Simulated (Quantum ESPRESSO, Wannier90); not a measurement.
Wannier functions of ZrGe$_{2}$ (Cmcm)

```
begin unit_cell_cart
ang
    0.0000000000    0.0000000000    3.7743400000
   -3.8113500000    0.0000000000    0.0000000000
    1.9056750000   -7.6136850000    0.0000000000
end unit_cell_cart
begin atoms_frac
Zr  -0.2500000000  0.1063300000  0.2126600000
Zr   0.2500000000 -0.1063300000 -0.2126600000
Ge  -0.2500000000  0.4424000000 -0.1152000000
Ge   0.2500000000 -0.4424000000  0.1152000000
Ge   0.2500000000  0.2501800000 -0.4996400000
Ge  -0.2500000000 -0.2501800000  0.4996400000
end atoms_frac
```

Materials Project entry mp-2430; symmetrised, unrelaxed at this level. COD (Crystallography Open Database) has an entry of this formula and space group (matched by these alone). Computed values, not measurements, from PBEsol: Quantum ESPRESSO (norm-conserving PseudoDojo potentials, cutoff 63 Ry, no spin polarisation, no spin-orbit coupling) on a Γ-centred 4×6×6 mesh, then Wannier90. Density: 8×8×8 mesh, cold smearing 0.01 Ry. Spin-orbit coupling, left out, would split the p-like bands by a few tenths of an eV.

A tight-binding model is made by disentanglement and projection with no localisation steps (num_iter = 0), so the 34 orbitals stay atom-like: hydrogen-like Zr: s;p;d; Ge: s;p, axes along x, y, z; frozen window up to 1.50 eV relative to the Fermi level. It follows pw.x to 15 meV rms for states up to 1.0 eV relative to the Fermi level. Matrix elements depend on this choice of orbitals and windows.

Problem. Which pairs of orbitals on different sites are coupled most strongly? Give distance, modulus and how many such pairs a cell has.

Solution. 
| orbital | orbital | distance of the centres (Å) | modulus (eV) | pairs |
|---|---|---|---|---|
| Ge py | Ge pz | 2.67 | 1.76 | 4 |
| Ge px | Ge pz | 2.68 | 1.75 | 8 |
| Ge pz | Ge s | 2.54 | 1.56 | 4 |
| Ge pz | Ge pz | 2.51 | 1.45 | 2 |
| Ge px | Zr pz | 2.81 | 1.41 | 8 |
| Ge pz | Zr px | 2.78 | 1.37 | 8 |
| Ge px | Zr s | 2.81 | 1.35 | 8 |
| Ge py | Zr pz | 2.88 | 1.31 | 4 |
| Ge py | Ge s | 2.70 | 1.31 | 4 |
| Ge pz | Zr s | 2.81 | 1.30 | 8 |
| Ge py | Zr px | 2.93 | 1.29 | 4 |
| Ge px | Ge s | 2.68 | 1.26 | 8 |
| Ge py | Zr dxy | 2.91 | 1.25 | 4 |
| Ge py | Zr dyz | 2.92 | 1.25 | 4 |
| Ge pz | Ge s | 2.68 | 1.25 | 8 |
| Ge px | Zr py | 2.99 | 1.24 | 4 |
| Ge py | Zr s | 2.87 | 1.15 | 8 |
| Ge s | Zr dxz | 2.80 | 1.14 | 8 |
| Ge px | Zr dxz | 2.81 | 1.06 | 8 |
| Ge pz | Zr dxz | 2.81 | 1.05 | 8 |
| Ge py | Ge py | 2.85 | 1.05 | 2 |
| Ge s | Zr pz | 2.79 | 1.05 | 8 |
| Ge s | Zr dyz | 2.91 | 1.05 | 4 |
| Ge s | Zr dxy | 2.91 | 1.04 | 4 |
| Ge s | Zr s | 2.79 | 1.04 | 8 |
| Ge px | Ge px | 2.69 | 1.04 | 4 |
| Ge s | Ge s | 2.57 | 1.02 | 2 |
| Ge pz | Ge pz | 2.69 | 1.01 | 4 |
| Ge s | Zr px | 2.77 | 1.01 | 8 |
| Ge py | Zr py | 3.20 | 0.97 | 4 |
